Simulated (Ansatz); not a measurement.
The relaxed structure here is a generated cell of GaAs: the first start was made by placing the elements on the sites of a structure type, and the end was not matched to a known phase here, so it may be hypothetical. Known forms of GaAs include space group No. 216.

One stationary structure of GaAs. Space group P6₂22 (No. 180). All values below come from PBE (plane waves to 420 eV, PAW, scalar-relativistic; Ansatz, a quantum-chemistry and plane-wave program).

Space group P6₂22 (No. 180); a = b = 4.0804 Å, c = 8.9432 Å, α = β = 90.00°, γ = 120.00°

```
atom  site  symmetry       x       y       z
----  ----  --------  ------  ------  ------
Ga      3d       222  0.5000  0.0000  0.5000
As      3c       222  0.5000  0.0000  0.0000
```

| Item | Value |
|---|---|
| Volume per atom | 21.49 Å³ |
| Band gap | no gap (metallic) |
| Shortest distances | As–Ga 2.53 Å |
| k-mesh | 9×9×4 |

Band energies at high-symmetry points (eV from the Fermi level; labels of this space group; no spin-orbit coupling), from −5 eV up to 3.9 eV:

```json
[
 {"point": "Γ", "energies": "-2.75 -1.17 -1.17 -0.85 -0.68 -0.68 -0.44 0.13 1.52 1.52 3.02 3.02 3.70 3.70"},
 {"point": "M", "energies": "-4.98 -4.54 -2.82 -2.52 -1.86 -1.67 -1.59 0.38 0.65 1.59 1.89 2.80"},
 {"point": "K", "energies": "-3.48 -3.48 -2.21 -1.66 -1.66 -0.16 2.23 2.23"},
 {"point": "A", "energies": "-2.97 -2.97 -2.31 -2.31 -0.65 -0.57 -0.57 -0.35 1.43 1.43 1.47 2.23 3.68 3.74"},
 {"point": "L", "energies": "-3.93 -3.46 -2.45 -2.34 -2.00 -1.75 0.98 1.48 2.46 2.88 3.64 3.65 3.74"},
 {"point": "H", "energies": "-3.95 -3.95 -3.72 -3.72 -2.07 -1.36 2.32 2.32 2.34 3.40"}
]
```

No spin polarisation in the result.

The run could not lose the symmetry of its start; a randomly shaken copy of 12 atoms returns to this structure.
